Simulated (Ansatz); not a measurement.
## Cs2InAgCl6: excitons and shallow donors from band masses and screening

Computed with DFT PBEsol, scalar-relativistic, plane waves, PAW (Ansatz 0.2.0).

Settings: cutoff 420 eV, Γ-centred mesh 6×6×6 on the computed 10-atom cell, Gaussian smearing of 0.02 eV; no spin polarisation.

Relaxed cell: Fm-3m, a = 10.383 Å, b = 10.383 Å, c = 10.383 Å, α = 90.00°, β = 90.00°, γ = 90.00°, 10 atoms in the primitive cell.

The calculation gives a Kohn–Sham gap of 0.79 eV, an electron mass of 0.259 mₑ and a hole mass of 0.617 mₑ (harmonic means over x, y, z and over the bands degenerate at each edge), and ε∞ = 4.32 (independent particles, mean of the diagonal).

Q: Estimate the binding energy and radius of a Wannier–Mott exciton and of a shallow donor, and say whether the hydrogenic model can hold.

A: The reduced mass is μ = mₙmₕ/(mₙ + mₕ) = 0.182 mₑ, with mₙ and mₕ the band masses. With E_b = 13.606 eV × μ/ε² and a = 0.529 Å × ε/μ (μ in mₑ) the exciton has E_b = 133 meV and a = 12.5 Å. For a donor μ is the electron mass: 188 meV and 8.8 Å. The radius isn't large against the shortest lattice vector (7.34 Å), so the continuum picture is doubtful and the numbers are only a scale. In a polar crystal the ions screen too, so a state bound more weakly than an optical phonon feels the larger static constant, which lowers the energy and widens the orbit. The other way, the small Kohn–Sham gap and the missing local fields make ε∞ too large and the masses tend to be too light, which underbinds.

Spin-orbit coupling is left out, which matters for the bands of heavy elements.